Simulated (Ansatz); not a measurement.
# As (omega (AlB2-type)): energy against volume

Computed with DFT, PBEsol, plane waves (420 eV) with PAW, scalar-relativistic (Ansatz 0.2.0). (PAW data from PBE, frozen cores regenerated.)

The cell is scaled uniformly from the relaxed one, with fractional coordinates and shape fixed. Energies are extrapolated to zero smearing, pressures are those at the given smearing. Magnetic state: spin not included.

A Birch-Murnaghan fit gives V₀ = 18.37 Å³/atom, B₀ = 91 GPa, B₀′ = 4.4.

What are the energy above the minimum and the pressure at 16.863 Å³/atom?

40.9 meV/atom and 9.47 GPa as computed.

What are the energy above the minimum and the pressure at 17.596 Å³/atom?

9.9 meV/atom and 4.40 GPa as computed.

What are the energy above the minimum and the pressure at 19.796 Å³/atom?

27.6 meV/atom and -5.67 GPa as computed.
